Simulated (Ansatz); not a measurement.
Si₃N₄ (P6_3/m), relaxed with r²SCAN (Ansatz, a quantum-chemistry and plane-wave program, plane waves, PAW): a = b = 7.6058 Å, c = 2.9058 Å, α = β = 90.00°, γ = 120.00°.

| Quantity | Value |
|---|---|
| gap (eV) | 4.99 |
| ΔH_f (eV/atom) | -1.27 |
| B₀ by P(V) fit (GPa) | 254 |
| K_Hill (GPa) | 255 |
| G_Hill (GPa) | 131 |
| ε∞ | 4.00 |
| ε0 | 7.70 |
| highest Γ mode, no LO–TO term (cm⁻¹) | 1068 |
| electron conductivity mass (mₑ) | 0.49 |
| Θ_D (K) | 974 |

Problem. The same phase is relaxed and computed with LDA in the same code. What are the cell and these values now?

Solution. a = 7.5736 Å, b = 7.5736 Å, c = 2.8915 Å, α = 90.00°, β = 90.00°, γ = 120.00°.

* **gap (eV)**: 4.22
* **ΔH_f (eV/atom)**: -1.41
* **B₀ by P(V) fit (GPa)**: 252
* **K_Hill (GPa)**: 252
* **G_Hill (GPa)**: 121
* **ε∞**: 4.26
* **ε0**: 8.15
* **highest Γ mode, no LO–TO term (cm⁻¹)**: 1058
* **electron conductivity mass (mₑ)**: 0.50
* **Θ_D (K)**: 935

All cells were relaxed under the symmetry of their starts (and spin orders); stability against distortions was not tested throughout.

Potentials: the later of the program's two PAW sets.

Ansatz is a plane-wave DFT program.

Formation energies count from the lowest solids of the elements computed at the same level, not from gases.
